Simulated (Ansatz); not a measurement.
A frame of Si3W4N4O12 from dynamics at 2740 K, with the forces (eV/Å) computed on a k mesh in the last three columns. Computed with DFT PBE, scalar-relativistic, plane waves, PAW in Ansatz.

Settings: cutoff 420 eV, Γ-centred mesh 3×3×3 on the computed 23-atom cell, Fermi–Dirac smearing of 0.24 eV; no spin polarisation.

```xyz
23
Lattice="6.668 0.196 0.269 0.196 6.652 -0.199 0.269 -0.199 6.602" Properties=species:S:1:pos:R:3:forces:R:3 pbc="T T T"
Si    4.865    2.678    4.025    4.700    0.770   -0.800
Si    2.605    0.736    3.305   -2.390   -5.730   -0.370
Si    4.117    1.507    0.407   -1.600   -1.490    0.300
N     1.838    0.150    4.929   -0.180   -0.200   -0.610
N     4.563    5.529    6.326    1.060    0.010   -0.210
N     1.950    3.618    5.628   -0.990   -3.170    1.050
N     4.783    3.073    0.106   -0.510   -0.490    1.130
W     2.362    4.924    4.467    1.250    1.200   -1.890
W     1.036    3.518    1.797   -2.960   -1.540   -1.290
W     4.522    4.664    1.283    1.150    0.720   -4.530
W     1.074    1.939    5.780    0.830   -0.600   -0.130
O     1.411    1.478    2.754   -2.820    4.010   -2.200
O     4.996    6.407    5.408   -1.480   -1.970    2.240
O     3.900    1.442    3.639    4.740    2.810    1.440
O     6.424    2.454    4.712   -0.690   -1.650    2.140
O     4.160    4.060    4.284   -2.380    1.690   -0.280
O     5.920    3.384    2.756   -5.100   -1.440   -1.640
O     2.479    1.018    0.467    0.990    2.820   -1.090
O     3.014    5.812    2.375    0.910    0.640    1.930
O     0.829    4.339    3.472    2.540    2.060    1.420
O     6.712    4.758    0.876   -0.090    0.000    1.720
O     5.029    0.565    1.314    0.830    0.380    1.510
O     2.790    3.520    1.602    2.180    1.170    0.180
```

Static pressure -2.9 GPa (no kinetic part), a gap on the mesh of 0.16 eV.

Counting as bonded all pairs within 1.2 times the summed covalent radii, but none from a metal cation to another cation:

| atom → neighbour | mean count | mean length (Å) | spread (Å) |
| --- | --- | --- | --- |
| N → O | 0.25 | 1.34 | 0.00 |
| N → Si | 0.50 | 1.81 | 0.08 |
| N → W | 1.50 | 1.94 | 0.10 |
| O → N | 0.08 | 1.34 | 0.00 |
| O → Si | 0.75 | 1.64 | 0.10 |
| O → W | 1.25 | 2.13 | 0.25 |
| Si → N | 0.67 | 1.81 | 0.08 |
| Si → O | 3.00 | 1.64 | 0.10 |
| W → N | 1.50 | 1.94 | 0.10 |
| W → O | 3.75 | 2.13 | 0.25 |

Angles between all pairs of such bonds at an atom (mean ± spread): 130 ± 24° at N, 128 ± 21° at O, 110 ± 13° at Si, 103 ± 29° at W.

Spin-orbit coupling is left out, which matters for the bands of heavy elements. An odd mesh misses points on the zone edge, so a gap read on it can be too wide.

Cost: 1 run of about 1.6 core-minutes, on Arm Neoverse V1 (shared hosts).